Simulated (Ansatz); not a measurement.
NaCl (rock salt), conventional cell a = 5.696 Å, b = 5.696 Å, c = 5.696 Å, α = 90.00°, β = 90.00°, γ = 90.00°. The calculation uses the primitive cell of 2 atoms, to which meshes and values per cell refer.

Two coordinates are scanned: the volume, and the ratio of the stretch along z (the conventional c axis) to the stretch across it. Atoms keep their fractional coordinates.

These are PBE (plane waves to 420 eV, PAW, scalar-relativistic; Ansatz, a first-principles code) values and carry that method's errors. k mesh 10×10×10 (Γ-centred), Fermi-Dirac smearing 0.05 eV. Energies are smeared free energies. NaCl was relaxed with its symmetry unable to fall. ΔE is measured from the relaxed starting cell.

Give the computed ΔE (kJ/mol of atoms) at all points of the grid V/V₀ = 0.960, 0.980, 1.000, 1.020, 1.040 by (c/a)/(c/a)₀ = 0.920, 0.960, 1.000, 1.040, 1.080.

ΔE (kJ/mol of atoms), with V/V₀ across and (c/a)/(c/a)₀ down:

```tsv
(c/a)/(c/a)₀ \ V/V₀	0.960	0.980	1.000	1.020	1.040
0.920	1.83	1.48	1.29	1.23	1.30
0.960	0.64	0.39	0.29	0.32	0.48
1.000	0.29	0.07	0.00	0.06	0.24
1.040	0.58	0.34	0.24	0.28	0.44
1.080	1.38	1.06	0.89	0.86	0.96
```

(Under strain, the slope of the energy per volume gives the stress and its curvature an elastic modulus.)
